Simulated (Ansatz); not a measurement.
TiPt₃:
```
TiPt3
1.0
    5.52069     0.00000     0.00000
   -2.76035     4.78106     0.00000
    0.00000     0.00000     8.98696
Ti Pt
4 12
Direct
  0.00000   0.00000   0.00000
  0.00000   0.00000   0.50000
  0.66667   0.33333   0.75000
  0.33333   0.66667   0.25000
  0.50000   0.00000   0.00000
  0.50000   0.50000   0.50000
  0.00000   0.50000   0.00000
  0.50000   0.00000   0.50000
  0.50000   0.50000   0.00000
  0.00000   0.50000   0.50000
  0.66610   0.83305   0.75000
  0.33390   0.16695   0.25000
  0.83305   0.66610   0.25000
  0.16695   0.33390   0.75000
  0.16695   0.83305   0.75000
  0.83305   0.16695   0.25000
```

Relaxed with PBEsol. Special points in fractions of this cell's reciprocal vectors: Γ (0.000, 0.000, 0.000); M (0.500, 0.000, 0.000); K (0.333, 0.333, 0.000); A (0.000, 0.000, 0.500); L (0.500, 0.000, 0.500); H (0.333, 0.333, 0.500).

List the band energies nearest the Fermi level at these points for PBEsol in the plane-wave PAW code Ansatz.

In eV from the Fermi level; about four levels below and three above (degenerate sets whole), none deeper than 8.9 eV; points with the same levels are listed once.

```tsv
k	below	above
Γ	-0.20 -0.20 -0.14 -0.03 -0.03	0.05 0.08 0.18
M	-1.07 -1.06 -0.31 -0.13	0.07 0.10 0.32
K	-1.13 -1.13 -0.65 -0.06	0.42 0.45 0.58
A	-0.39 -0.39 -0.23 -0.23	0.03 0.03 0.76 0.76 0.76 0.76
L	-0.94 -0.94 -0.04 -0.04	0.00 0.00 0.25 0.25
H	-1.10 -1.10 -0.53 -0.53	0.44 0.44 0.45 0.45 0.45 0.45
```

Space group P6_3/mmc. The workflow started from a Materials Project entry (that database holds measured and hypothetical structures alike); the Crystallography Open Database copy checked does not list it. COD files the formula under space group No. 164, 221. Its standing as an ambient phase is unchecked. Symmetry was held in the PBEsol relaxation; its stability against distortions is not shown here. No spin polarisation was allowed. Spin–orbit coupling is left out wherever it is not named.

Potentials: the later of the program's two PAW sets.
